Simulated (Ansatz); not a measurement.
TiO2:
```
TiO2
1.0
    4.59693     0.00000     0.00000
    0.00000     4.59693     0.00000
    0.00000     0.00000     2.95356
Ti O
2 4
Direct
  0.00000   0.00000   0.00000
  0.50000   0.50000   0.50000
  0.30463   0.30463   0.00000
  0.80463   0.19537   0.50000
  0.19537   0.80463   0.50000
  0.69537   0.69537   0.00000
```

Relaxed with r²SCAN.

Q: Give the Bader charges and basin volumes of the independent atoms, the program Ansatz at the r²SCAN level (PAW).

A: 

```csv
atom,Bader charge (e),Bader volume (Å³)
Ti1,+2.38,6.8
O3,-1.19,12.2
```

Space group P4_2/mnm (rutile). The r²SCAN relaxation kept the symmetry of its start. No spin polarisation was allowed.

Potentials: the later of the program's two PAW sets.
